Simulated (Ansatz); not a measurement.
PbI2 (CdI2 type), energy against volume

PbI2 (CdI2 type)

```cif
data_I2Pb
_chemical_formula_sum 'Pb1 I2'
_space_group_name_H-M_alt 'P-3m1'
_space_group_IT_number 164
_space_group_name_Hall '-P 3 2"'
_cell_length_a 4.55901
_cell_length_b 4.55901
_cell_length_c 6.97266
_cell_angle_alpha 90.000
_cell_angle_beta 90.000
_cell_angle_gamma 120.000
loop_
_atom_site_label
_atom_site_type_symbol
_atom_site_symmetry_multiplicity
_atom_site_Wyckoff_symbol
_atom_site_fract_x
_atom_site_fract_y
_atom_site_fract_z
_atom_site_occupancy
Pb1 Pb 1 a 0.00000 0.00000 0.00000 1
I1 I 2 d 0.33333 0.66667 0.27094 1
```

This relaxed cell (volume V₀) is scaled evenly in all directions, its shape held. The atoms relax within the cell's symmetry.

Computed with PBE-D3(BJ) (plane waves to 420 eV, PAW, scalar-relativistic; Ansatz, a program for electronic structure). k mesh 8×8×5 (Γ-centred), Fermi-Dirac smearing 0.05 eV. Energies are smeared free energies. Compression counts positive. With the shape held, the modulus is that of even scaling; a crystal free to change shape is softer. PbI2 was relaxed with its symmetry unable to fall. Spin-orbit coupling is left out, though I and Pb are heavy. The zero of ΔE is the relaxed starting cell.

```json
[
 {"V (Å³/cell)": "117.98", "ΔE (meV/atom)": "7.7", "P (GPa)": "1.07"},
 {"V (Å³/cell)": "119.86", "ΔE (meV/atom)": "4.2", "P (GPa)": "0.73"},
 {"V (Å³/cell)": "121.74", "ΔE (meV/atom)": "1.8", "P (GPa)": "0.46"},
 {"V (Å³/cell)": "123.63", "ΔE (meV/atom)": "0.4", "P (GPa)": "0.22"},
 {"V (Å³/cell)": "125.51", "ΔE (meV/atom)": "0.0", "P (GPa)": "0.00"},
 {"V (Å³/cell)": "127.39", "ΔE (meV/atom)": "0.4", "P (GPa)": "-0.20"},
 {"V (Å³/cell)": "129.27", "ΔE (meV/atom)": "1.5", "P (GPa)": "-0.37"},
 {"V (Å³/cell)": "131.16", "ΔE (meV/atom)": "3.3", "P (GPa)": "-0.53"},
 {"V (Å³/cell)": "133.04", "ΔE (meV/atom)": "5.6", "P (GPa)": "-0.64"}
]
```

Read from the data:

| Property | Value |
|---|---|
| Pressure at the smallest volume | 1.07 GPa |
| Energy cost of the largest compression | 7.7 meV/atom |
| Energy cost of the largest expansion | 5.6 meV/atom |
| Bulk modulus at fixed cell shape B₀ (third-order Birch-Murnaghan fit) | 13.9 GPa |
| Pressure derivative B₀′ (fit) | 7.1 |
| Equilibrium volume of the fit | 41.84 Å³/atom |
| Pressure for 5 % compression (fit) | 0.9 GPa |

(Under strain, the slope of the energy per volume gives the stress and its curvature an elastic modulus.)
